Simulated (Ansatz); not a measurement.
Relaxed-ion elastic tensor of AgW (CsCl type, Pm-3m) in GPa (Voigt order), plane-wave PAW r²SCAN (Ansatz code); density 14.87 g/cm³, 16.29 Å³ per atom.

```json
[
 {"": "1", "1": "60.8", "2": "296", "3": "296", "4": "0.0", "5": "0.0", "6": "0.0"},
 {"": "2", "1": "296", "2": "60.8", "3": "296", "4": "0.0", "5": "0.0", "6": "0.0"},
 {"": "3", "1": "296", "2": "296", "3": "60.8", "4": "0.0", "5": "0.0", "6": "0.0"},
 {"": "4", "1": "0.0", "2": "0.0", "3": "0.0", "4": "139", "5": "0.0", "6": "0.0"},
 {"": "5", "1": "0.0", "2": "0.0", "3": "0.0", "4": "0.0", "5": "139", "6": "0.0"},
 {"": "6", "1": "0.0", "2": "0.0", "3": "0.0", "4": "0.0", "5": "0.0", "6": "139"}
]
```

Task: Is the crystal mechanically stable?

Result: No: the smallest eigenvalue of C is -235 GPa.

The start of the workflow was typed in or built on a structure type; neither database checked (COD, Materials Project) lists it. Whether it is the stable phase at ambient conditions was not checked. The cell was relaxed with r²SCAN under the symmetry of its start. At this level the phase is mechanically unstable. No spin polarisation was allowed. Its formation energy is positive at this level, so the cell may be metastable or incomplete. As this level gives no gap, shear constants depend on the k-mesh and smearing (Fermi–Dirac, 0.1 eV here). Spin–orbit coupling is left out wherever it is not named.

Potentials: the later of the program's two PAW sets.
